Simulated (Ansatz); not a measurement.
## Calculated with Ansatz: K2WF4, relaxation

The command:

```bash
ansatz run input.yaml --threads 2 --pin off --max-ram 2560MiB --backend cpu --events-out ev --progress --plain --runs-dir out
```

input.yaml:

```yaml
crystal:
  lattice:
    - [0.0, 6.346934, 0.0]
    - [6.440501, -3.173467, 0.0]
    - [3.440485, 0.0, -7.066565]
  atoms:
    - { symbol: F, position: [0.336, 0.672, 0.623] }
    - { symbol: F, position: [0.664, 0.328, 0.377] }
    - { symbol: W, position: [0.1755, 0.351, 0.7725] }
    - { symbol: W, position: [0.8245, 0.649, 0.2275] }
    - { symbol: F, position: [0.084, 0.168, 0.649] }
    - { symbol: F, position: [0.916, 0.832, 0.351] }
    - { symbol: F, position: [0.38, 0.282, 0.926] }
    - { symbol: F, position: [0.098, 0.718, 0.074] }
    - { symbol: F, position: [0.62, 0.718, 0.074] }
    - { symbol: F, position: [0.902, 0.282, 0.926] }
    - { symbol: K, position: [0.846, 0.692, 0.741] }
    - { symbol: K, position: [0.154, 0.308, 0.259] }
    - { symbol: K, position: [0.51, 0.02, 0.765] }
    - { symbol: K, position: [0.49, 0.98, 0.235] }
  symmetry: { tolerance: 0.0003 }
kpoints:
  mp_grid: { grid: [3, 3, 3], shift: [0, 0, 0] }
magnetization:
  spin_polarized: false
scf:
  occupations: { method: gaussian, width: 0.2971 }
  lower_state_search: "off"
hamiltonian:
  pseudopotentials: { kind: paw }
  xc: r2scan
basis:
  ecutwfc: 500
  fft_grid_basis: typed
relax:
  max_steps: 80
  cell: { p_target: 0.0 }
  f_tol: 0.03
output:
  forces: true
  stress: true
  eigenvalues: true
  bader: false
  populations: true
  elf: true
  write_potential: true
  volumetric_format: npy
  dos:
    e_range: [-12, 8]
    de: 0.05
    projected: { site_lists: { F: [F], K: [K], W: [W] } }
  write_density: true
checkpoint:
  read: saved_state
```

Origin of the cell: a known structure type with other elements, at an estimated volume, so it need not be a known compound.

The saved state is a converged single point of the same cell.

Output (shortened):

```
Pseudopotentials: kind: paw
Pseudopotential: F, paw, valence charge 7, recommended cutoff 500 eV (meta_gga), F.paw.azcp
Pseudopotential: W, paw, valence charge 14, recommended cutoff 500 eV (meta_gga), W.paw.azcp
Pseudopotential: K, paw, valence charge 9, recommended cutoff 500 eV (meta_gga), K.paw.azcp
Functional definition: r2SCAN
  exchange = r2scan_x(k0 = k0, k1 = k1, a1 = a1)
  correlation = r2scan_c
Crystal: 14 atoms, lattice volume = 288.863 Å³
Basis set: ecut = 500 eV, 7333 PW (Γ), exchange–correlation on 192×216×240 points (64 copies of the dense FFT grid, shifted against one another)
Bands: 74, of which v1, the nominal top of the filled ones, is band 60 counted from 1 (59 counted from 0)
Symmetry: 4 space group operations
[… 12 lines left out …]
Initial density: read from a saved state, or passed on in memory by an earlier SCF of this step, an earlier step, the calling program or the single point that the run made first
Functional: x = r2scan, c = r2scan; τ floored in thin density (d = 2e-4 eV/Å³)
SCF iter   1: F=-33441.267626 eV  HF=-33441.250169 eV  Δρ=1.52e-3  dr2=3.95e-3  dr2_τ=1.72e-3
SCF iter   2: F=-33441.270689 eV  HF=-33441.271114 eV  Δρ=4.14e-4  dr2=7.01e-4  dr2_τ=7.50e-5
SCF iter   3: F=-33441.270914 eV  HF=-33441.271135 eV  Δρ=2.75e-4  dr2=2.83e-4  dr2_τ=8.46e-6
SCF iter   4: F=-33441.271026 eV  HF=-33441.271117 eV  Δρ=1.59e-4  dr2=1.10e-4  dr2_τ=3.34e-6
SCF iter   5: F=-33441.271087 eV  HF=-33441.271099 eV  Δρ=9.00e-5  dr2=1.92e-5  dr2_τ=1.31e-6
SCF iter   6: F=-33441.271128 eV  HF=-33441.271129 eV  Δρ=3.81e-5  dr2=3.78e-6  dr2_τ=3.20e-7
SCF iter   7: F=-33441.271129 eV  HF=-33441.271129 eV  Δρ=1.04e-5  dr2=3.15e-7  dr2_τ=3.08e-8
SCF iter   8: F=-33441.271129 eV  HF=-33441.271129 eV  Δρ=2.25e-6  dr2=3.01e-8  dr2_τ=1.26e-9
relax step   1: F+E_penalty+E_count = -33441.271129 eV  Δ(F+E_penalty+E_count) = +0.000e0 eV  max|allowed force component| = 4.597e0 eV/Å  Δτ_max = 0.0000 Å  P = +10.168 GPa  Ω = 288.863 Å³ […]
relax step   2: F+E_penalty+E_count = -33444.841380 eV  Δ(F+E_penalty+E_count) = -3.570e0 eV  max|allowed force component| = 1.915e0 eV/Å  Δτ_max = 0.1947 Å  P = +0.749 GPa  Ω = 288.373 Å³  e […]
relax step   3: F+E_penalty+E_count = -33446.281848 eV  Δ(F+E_penalty+E_count) = -1.440e0 eV  max|allowed force component| = 1.078e0 eV/Å  Δτ_max = 0.1951 Å  P = -3.257 GPa  Ω = 279.987 Å³  e […]
relax step   4: F+E_penalty+E_count = -33446.818976 eV  Δ(F+E_penalty+E_count) = -5.371e-1 eV  max|allowed force component| = 1.252e0 eV/Å  Δτ_max = 0.1062 Å  P = -3.708 GPa  Ω = 271.645 Å³ […]
relax step   5: F+E_penalty+E_count = -33447.461461 eV  Δ(F+E_penalty+E_count) = -6.425e-1 eV  max|allowed force component| = 1.940e0 eV/Å  Δτ_max = 0.1999 Å  P = -5.235 GPa  Ω = 252.934 Å³ […]
relax step   6: F+E_penalty+E_count = -33448.579728 eV  Δ(F+E_penalty+E_count) = -1.118e0 eV  max|allowed force component| = 1.582e0 eV/Å  Δτ_max = 0.1947 Å  P = -4.011 GPa  Ω = 235.347 Å³  e […]
relax step   7: F+E_penalty+E_count = -33449.753897 eV  Δ(F+E_penalty+E_count) = -1.174e0 eV  max|allowed force component| = 1.199e0 eV/Å  Δτ_max = 0.1979 Å  P = -3.047 GPa  Ω = 222.793 Å³  e […]
relax step   8: F+E_penalty+E_count = -33451.046021 eV  Δ(F+E_penalty+E_count) = -1.292e0 eV  max|allowed force component| = 9.004e-1 eV/Å  Δτ_max = 0.1696 Å  P = -0.791 GPa  Ω = 213.908 Å³ […]
relax step   9: F+E_penalty+E_count = -33451.712889 eV  Δ(F+E_penalty+E_count) = -6.669e-1 eV  max|allowed force component| = 7.585e-1 eV/Å  Δτ_max = 0.1249 Å  P = +1.102 GPa  Ω = 207.667 Å³ […]
relax step  10: F+E_penalty+E_count = -33452.072354 eV  Δ(F+E_penalty+E_count) = -3.595e-1 eV  max|allowed force component| = 8.068e-1 eV/Å  Δτ_max = 0.1605 Å  P = +0.646 GPa  Ω = 212.393 Å³ […]
relax step  11: F+E_penalty+E_count = -33452.120160 eV  Δ(F+E_penalty+E_count) = -4.781e-2 eV  max|allowed force component| = 3.245e-1 eV/Å  Δτ_max = 0.0629 Å  P = +0.019 GPa  Ω = 213.508 Å³ […]
relax step  12: F+E_penalty+E_count = -33452.123701 eV  Δ(F+E_penalty+E_count) = -3.541e-3 eV  max|allowed force component| = 2.696e-1 eV/Å  Δτ_max = 0.0630 Å  P = -0.001 GPa  Ω = 213.469 Å³ […]
relax step  13: F+E_penalty+E_count = -33452.117155 eV  Δ(F+E_penalty+E_count) = +6.546e-3 eV  max|allowed force component| = 3.360e-1 eV/Å  Δτ_max = 0.0353 Å  P = -0.246 GPa  Ω = 214.157 Å³ […]
relax step  14: F+E_penalty+E_count = -33452.130015 eV  Δ(F+E_penalty+E_count) = -6.313e-3 eV  max|allowed force component| = 2.990e-2 eV/Å  Δτ_max = 0.0172 Å  P = +0.024 GPa  Ω = 213.322 Å³ […]
relax step  15: F+E_penalty+E_count = -33452.130458 eV  Δ(F+E_penalty+E_count) = -4.436e-4 eV  max|allowed force component| = 2.882e-2 eV/Å  Δτ_max = 0.0129 Å  P = -0.053 GPa  Ω = 213.143 Å³ […]
relax step  16: F+E_penalty+E_count = -33452.130675 eV  Δ(F+E_penalty+E_count) = -2.166e-4 eV  max|allowed force component| = 5.876e-3 eV/Å  Δτ_max = 0.0039 Å  P = +0.014 GPa  Ω = 213.136 Å³ […]
relax step  17: F+E_penalty+E_count = -33452.097530 eV  Δ(F+E_penalty+E_count) = +3.314e-2 eV  max|allowed force component| = 5.965e-3 eV/Å  Δτ_max = 0.0000 Å  P = -0.028 GPa  Ω = 213.136 Å³  stress off target by 7.97e-2 GPa […]
relax step  18: F+E_penalty+E_count = -33452.097653 eV  Δ(F+E_penalty+E_count) = -1.231e-4 eV  max|allowed force component| = 1.100e-2 eV/Å  Δτ_max = 0.0015 Å  P = +0.017 GPa  Ω = 213.008 Å³ […]
relax step  19: F+E_penalty+E_count = -33452.097585 eV  Δ(F+E_penalty+E_count) = +6.846e-5 eV  max|allowed force component| = 1.102e-2 eV/Å  Δτ_max = 0.0000 Å  P = +0.018 GPa  Ω = 213.008 Å³  stress off target by 2.93e-2 GPa […]
SCF 19 converged in 4 iterations: F = -33452.097585 eV  dr2 = 8.15e-11
basis re-selected at this cell: Δ(F+E_penalty+E_count) = +6.846e-5 eV, ΔP = +0.000 GPa vs the last step (what re-selecting the basis moved, of the pressure what is left beyond the Pulay corre […]
SCF converged after 4 iterations
Free energy (F): -33452.097585 eV
Harris-Foulkes:  -33452.097585 eV  (|F-HF|=2.91e-11)
Internal energy: -33451.936176 eV  (E = F + TS)
E sigma→0 (E₀):  -33452.016880 eV
Entropy (-TS):   -0.161409 eV (-11.529 meV/atom)
Fermi energy:    8.298982 eV
--- Per-component energies (eV) ---
  E_band       = -1109.572278
  E_kinetic    = 3585.520274
  E_local      = -9169.525097  (includes V_loc(G=0)·N_el)
  E_nonlocal   = 638.056491
  E_hartree    = 3406.046092
  E_xc         = -1668.021472
  E_vxc        = -2192.829554  (∫ρ·V_xc dr)
  E_paw        = -21961.523011  (= ΣΔE_a)
  E_vpaw       = -921.253456  (= ΣTr[D̂ρ^β])
  E_aug_tail   = 0.008536  (compensation charges beyond the density's cutoff)
  E_vtau       = 138.358532  (kinetic-family band-sum trace: ∫τ·v_τ [+ j·A + Jᵃ·Aᵃ] dr)
  E_ewald      = -8280.286219
  E_core_change = -2.211770  (= ΣΔE_core)
  E_smearing   = -0.161409  (= −TS)
  Σ components = -33452.097585   (vs F -33452.097585, Δ=0.00e0)
--- Forces (eV/Å), atoms counted from 1 ---
  atom   1  F      0.003377    -0.000000    -0.003040
  atom   2  F     -0.003377     0.000000     0.003040
  atom   3  W      0.000173     0.000000     0.011019
  atom   4  W     -0.000173     0.000000    -0.011019
  atom   5  F     -0.003826    -0.000000    -0.001466
  atom   6  F      0.003826     0.000000     0.001466
  atom   7  F     -0.000465     0.002791    -0.005459
  atom   8  F      0.000465     0.002791     0.005459
  atom   9  F      0.000465    -0.002791     0.005459
  atom  10  F     -0.000465    -0.002791    -0.005459
  atom  11  K     -0.000321     0.000000     0.003173
  atom  12  K      0.000321     0.000000    -0.003173
  atom  13  K      0.001099     0.000000     0.001677
  atom  14  K     -0.001099     0.000000    -0.001677
  max |Σ_I F_I| component: 8.67e-19 eV/Å
--- Stress (GPa, compression-positive) ---
        0.022136       0.000000      -0.003590
        0.000000       0.002942       0.000000
       -0.003590       0.000000       0.027518
  P = ⅓ Tr σ = 0.0175 GPa (0.175 kbar)
--- Relaxed structure (17 steps of the walk, 16 accepted, 2 SCFs on fresh bases) ---
  F+E_penalty+E_count = -33452.097585 eV   max|allowed force component| = 1.102e-2 eV/Å   (the final SCF, on the basis selected at the relaxed cell)
  cell:  # Å, volume = 213.0077 Å³
    - [-2.036e-17, 4.793242, 1.488e-16]
    - [7.032562, -2.396621, 0.093057]
    - [3.654658, -1.767e-16, -6.270699]
  atoms:
    - { symbol: F, position: [0.348974, 0.697948, 0.663452] }
    - { symbol: F, position: [0.651026, 0.302052, 0.336548] }
    - { symbol: W, position: [0.221218, 0.442436, 0.602718] }
    - { symbol: W, position: [0.778782, 0.557564, 0.397282] }
    - { symbol: F, position: [0.070972, 0.141944, 0.628297] }
    - { symbol: F, position: [0.929028, 0.858056, 0.371703] }
    - { symbol: F, position: [0.391425, 0.296742, 0.879972] }
    - { symbol: F, position: [0.094683, 0.703258, 0.120028] }
    - { symbol: F, position: [0.608575, 0.703258, 0.120028] }
    - { symbol: F, position: [0.905317, 0.296742, 0.879972] }
    - { symbol: K, position: [0.833615, 0.667230, 0.812524] }
    - { symbol: K, position: [0.166385, 0.332770, 0.187476] }
    - { symbol: K, position: [0.507677, 0.015354, 0.777028] }
    - { symbol: K, position: [0.492323, 0.984646, 0.222972] }
--- Löwdin populations: 14 sites ---
  site symbol       q [e]
     0      F      7.5967
     1      F      7.5967
     2      W     12.9737
     3      W     12.9737
     4      F      7.5791
     5      F      7.5791
     6      F      7.6192
     7      F      7.6192
     8      F      7.6192
     9      F      7.6192
    10      K      8.1664
    11      K      8.1664
    12      K      8.1620
    13      K      8.1620
  spilling = 0.004728 (of n_electrons = 120.000000)
```

Before:

Space group C2/m (No. 12); the run's cell has a = 6.347 Å, b = 7.180 Å, c = 7.860 Å, α = 66.88°, β = 90.00°, γ = 116.23°. Shortest distances: F–W 1.83 Å, F–K 2.79 Å, F–F 3.00 Å, K–K 3.59 Å.

The relaxed structure.

Space group C2/m (No. 12); the run's cell has a = 4.793 Å, b = 7.430 Å, c = 7.258 Å, α = 62.24°, β = 90.00°, γ = 108.82°. Shortest distances: F–W 2.03 Å, F–F 2.33 Å, F–K 2.59 Å, W–W 2.73 Å, K–K 3.14 Å, K–W 3.43 Å.

```yaml
Free_energy_lowered_by: 773.3 meV/atom
Volume_change: -26.26 %
Final_pressure: 0.02 GPa
Relaxation_steps_listed: 19
```

Caveats: no moments, though an odd count or open d shells may carry them; no spin-orbit coupling, though heavy elements are present; the k mesh is coarse if the cell is a metal; the relaxation held the start's symmetry, so the end may be a saddle point; wide smearing.

Time: 8.1 min on 2 threads of Arm Neoverse V1, with other jobs on the host, peak memory 1.5 GiB, from a saved density.
